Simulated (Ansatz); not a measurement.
Start of a relaxation of MgCd3Se4:

```
Mg Cd Se
1.0
     5.86766    0.00000    0.00000
     0.00000    5.86766    0.00000
     0.00000    0.00000    5.86766
Mg Cd Se
1 3 4
Direct
  0.50000 0.50000 0.50000
  0.00000 0.00000 0.50000
  0.00000 0.50000 0.00000
  0.50000 0.00000 0.00000
  0.75000 0.75000 0.75000
  0.75000 0.25000 0.25000
  0.25000 0.75000 0.25000
  0.25000 0.25000 0.75000
```

The calculation used DFT PBE, scalar-relativistic, plane waves, PAW in Ansatz 0.2.0. Cutoff 420 eV, Gaussian smearing, Γ-centred meshes. Cell and atoms relax first on a coarse mesh and then on a converged one. In between, the cell is made exact in the group found at 0.06 Å. The steps can't lower the symmetry of their start. No spin polarisation.

A guess keeps its type if space group and coordination stay and the shape of the cell changes little (axis ratios within about 15 %, angles within 6°); the volume may change.

Question: Does this structure survive the relaxation?

Answer: It keeps its type. The symmetry stays P-43m (No. 215). The volume per atom grows by 14.7 %, from 25.3 to 29.0 Å³. The shortest distance goes from 2.54 Å (Cd–Se and Mg–Se) to 2.60 Å (Mg–Se). Counting neighbours within 15 % of an atom's shortest distance, the start has Cd 4, Mg 4, Se 4 and the end Cd 4, Mg 4, Se 4.

The zero of energy is the elements' standard structures at the same level; no fitted shifts are applied.

Question: At what energy does it end?

Answer: −0.786 eV/atom. It lies below the elements, which doesn't yet make it stable against other compounds or structures.

The last run used a 6×6×6 mesh for its 8-atom cell and Gaussian smearing of 0.02 eV. The reference form of Se is held partly by dispersion forces, which this level lacks. Symmetry constrained the relaxation, so the result can be a saddle point.
